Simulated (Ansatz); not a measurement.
# TaNi₃: computed property card

TaNi$_{3}$ in space group I4/mmm (No. 139; Ta on 2a, Ni on 2b, Ni on 4d), a = b = 3.599 Å, c = 7.415 Å, α = β = γ = 90.00°; the cell used has 4 atoms.

Space group I4/mmm (No. 139); conventional cell a = 3.599 Å, b = 3.599 Å, c = 7.415 Å, α = 90.00°, β = 90.00°, γ = 90.00°.

Method: plane-wave PAW r²SCAN (Ansatz code). Geometry: relaxed at this level of theory. Other levels are named where they apply.

Cell and energy:

| Quantity | Result |
|---|---|
| Volume per atom | 12.01 Å³ |
| Density | 12.35 g/cm³ |
| Formation energy from the elements (no fitted shifts) | -0.34 eV/atom |

Electronic structure:

| Quantity | Value |
|---|---|
| Electronic character | metallic (no gap) |
| Density of states at the Fermi level | 0.37 states/eV per atom (mean over ±0.08 eV) |
| Gap with spin–orbit coupling | none (metallic) |

Mechanics:

| Item | Value |
|---|---|
| Bulk modulus (Birch–Murnaghan fit) | 243 GPa |
| Pressure derivative B′ | 4.5 |

Phonons:

| Item | Value |
|---|---|
| Highest zone-centre frequency | 31.5 meV |
| Zone-centre stability | no imaginary mode at Γ |

The first step of the workflow began from a Materials Project structure, measured or hypothetical; the Crystallography Open Database files this formula in space group No. 139, but the cells were not matched. Whether it is the stable phase at ambient conditions was not checked. Symmetry was held in the r²SCAN relaxation. The run is not spin-polarised. As this level gives no gap, phonon frequencies hold no LO–TO term and depend on the k-mesh and smearing (Fermi–Dirac, 0.1 eV here). Axis ratios of metals converge slowly with the k-mesh, so a and c are less sure than the volume. The references are the lowest solids computed at this level, not always the standard phases. Scalar-relativistic: spin–orbit coupling is off unless named, which matters more the heavier the elements.

Potentials: the later of the program's two PAW sets.
